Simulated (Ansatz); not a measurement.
This cell of CdS (zinc blende) is off equilibrium:

```
CdS
1.0
    0.00000     5.87906     5.87906
    2.93953     2.93953     5.87906
    2.93953     2.93953     0.00000
S Cd
2 2
Direct
  0.99614   0.75386   0.75386
  0.50386   0.74614   0.74614
  0.00567   0.99433   0.00567
  0.49433   0.00567   0.99433
```

Computed with r2SCAN (plane waves to 500 eV, PAW, scalar-relativistic; Ansatz, a program for electronic structure). k mesh 10×10×10 (Γ-centred), Fermi-Dirac smearing 0.05 eV. Compression counts positive. CdS was relaxed with its symmetry unable to fall. The PAW data are Ansatz's earlier set.

Problem. What forces act on the atoms (eV/Å, Cartesian)?

Solution. 
```tsv
atom	Fx	Fy	Fz
S1	-0.008	0.000	0.000
S2	0.008	0.000	0.000
Cd3	0.000	-0.040	0.000
Cd4	0.000	0.040	0.000
```

(For displaced atoms, the force is minus the slope of the energy, and its curvature is a force constant, which sets phonon frequencies.)
